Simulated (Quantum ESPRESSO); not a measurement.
pw.x input (Quantum ESPRESSO 7.5; PBEsol, PseudoDojo standard norm-conserving files, scalar-relativistic):

```
&CONTROL
  calculation = 'scf'
  pseudo_dir = './pseudo'
  outdir = './out'
  tprnfor = .true.
  tstress = .true.
/
&SYSTEM
  ibrav = 0
  nat = 2
  ntyp = 2
  ecutwfc = 74.0
  ecutrho = 296.0
  occupations = 'smearing'
  smearing = 'fd'
  degauss = 0.002
  nbnd = 9
/
&ELECTRONS
  conv_thr = 2e-10
/
ATOMIC_SPECIES
Li 6.9400 Li.upf
Br 79.9040 Br.upf
CELL_PARAMETERS angstrom
  0.000000000000   2.704840294000   2.704840294000
  2.704840294000   0.000000000000   2.704840294000
  2.704840294000   2.704840294000   0.000000000000
ATOMIC_POSITIONS crystal
Li   0.000000000000   0.000000000000   0.000000000000
Br   0.500000000000   0.500000000000   0.500000000000
K_POINTS automatic
8 8 8 0 0 0
```

End of the output:

```
     total energy              =     -45.96955637 Ry
     estimated scf accuracy    <       0.00000087 Ry
     total energy              =     -45.96955672 Ry
     estimated scf accuracy    <       0.00000010 Ry
     total energy              =     -45.96955674 Ry
     estimated scf accuracy    <          4.2E-10 Ry
[...]
     the Fermi energy is     4.6870 ev
!    total energy              =     -45.96955674 Ry
     estimated scf accuracy    <          1.2E-10 Ry
     smearing contrib. (-TS)   =       0.00000000 Ry
     internal energy E=F+TS    =     -45.96955674 Ry
     The total energy is F=E-TS. E is the sum of the following terms:
     one-electron contribution =      -8.11622952 Ry
     hartree contribution      =       6.27263803 Ry
     xc contribution           =     -13.63624305 Ry
     ewald contribution        =     -30.48972221 Ry
     convergence has been achieved in   7 iterations
     Forces acting on atoms (cartesian axes, Ry/au):
     atom    1 type  1   force =     0.00000000    0.00000000    0.00000000
     atom    2 type  2   force =     0.00000000    0.00000000    0.00000000
     Total force =     0.000000     Total SCF correction =     0.000000
     Computing stress (Cartesian axis) and pressure
          total   stress  (Ry/bohr**3)                   (kbar)     P=       -0.07
  -0.00000050  -0.00000000  -0.00000000           -0.07       -0.00       -0.00
  -0.00000000  -0.00000050  -0.00000000           -0.00       -0.07       -0.00
  -0.00000000  -0.00000000  -0.00000050           -0.00       -0.00       -0.07
```
In a gapped system the printed Fermi energy is only some level inside the gap.

Spin-orbit coupling is not included.

Geometry relaxed with PBEsol.
